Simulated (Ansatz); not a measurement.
# Computed energy over volume and axial ratio: HfO2 (fluorite)

HfO2 (fluorite)

```yaml
crystal:
  lattice:
    - [0.00000, 2.54880, 2.54880]
    - [2.54880, 0.00000, 2.54880]
    - [2.54880, 2.54880, 0.00000]
  atoms:
    - { symbol: Hf, position: [0.00000, 0.00000, 0.00000] }
    - { symbol: O, position: [0.25000, 0.25000, 0.25000] }
    - { symbol: O, position: [0.75000, 0.75000, 0.75000] }
```

The relaxed cell is deformed in two ways at once: its volume V is scaled, and at that volume it is stretched along z (the c axis of the conventional cell) so that c/a changes. Fractional atomic positions are held.

Method: PBE (plane waves to 420 eV, PAW, scalar-relativistic; Ansatz, a quantum-chemistry and plane-wave program). k mesh 11×11×11 (Γ-centred), Fermi-Dirac smearing 0.05 eV. The energy includes the smearing's −TS. Stress and pressure are positive under compression. HfO2 is run without spin polarisation. HfO2 was relaxed with its symmetry unable to fall. Spin-orbit coupling is left out, though Hf is heavy. This is a high-temperature form of HfO2. ΔE is measured from the relaxed starting cell.

ΔE (meV/atom), with V/V₀ across and (c/a)/(c/a)₀ down:

| (c/a)/(c/a)₀ \ V/V₀ | 0.920 | 0.960 | 1.000 | 1.040 | 1.080 |
|---|---|---|---|---|---|
| 0.920 | 136.2 | 87.2 | 71.7 | 83.5 | 117.4 |
| 0.960 | 80.2 | 32.0 | 17.2 | 29.7 | 64.2 |
| 1.000 | 62.6 | 14.5 | 0.0 | 12.6 | 47.4 |
| 1.040 | 78.9 | 30.7 | 16.0 | 28.5 | 63.1 |
| 1.080 | 125.6 | 77.0 | 61.9 | 74.0 | 108.2 |

σzz (GPa), with V/V₀ across and (c/a)/(c/a)₀ down:

| (c/a)/(c/a)₀ \ V/V₀ | 0.920 | 0.960 | 1.000 | 1.040 | 1.080 |
|---|---|---|---|---|---|
| 0.920 | 52.7 | 37.7 | 25.3 | 15.2 | 6.8 |
| 0.960 | 38.1 | 23.9 | 12.3 | 2.8 | -5.0 |
| 1.000 | 24.4 | 10.9 | 0.0 | -8.9 | -16.1 |
| 1.040 | 11.4 | -1.5 | -11.8 | -20.1 | -26.8 |
| 1.080 | -1.3 | -13.6 | -23.3 | -31.1 | -37.3 |

Read from the data:

```
Quantity                                                                                             Value
-----------------------------------------------------  ---------------------------------------------------
Shear modulus C′ = (C11 − C12)/2 (fit, atoms clamped)                                              225 GPa
Lowest place on the grid                                 V/V₀ = 1.000, (c/a)/(c/a)₀ = 1.000 (0.0 meV/atom)
Highest place on the grid                              V/V₀ = 0.920, (c/a)/(c/a)₀ = 0.920 (136.2 meV/atom)
```

(Under strain, the slope of the energy per volume gives the stress and its curvature an elastic modulus.)
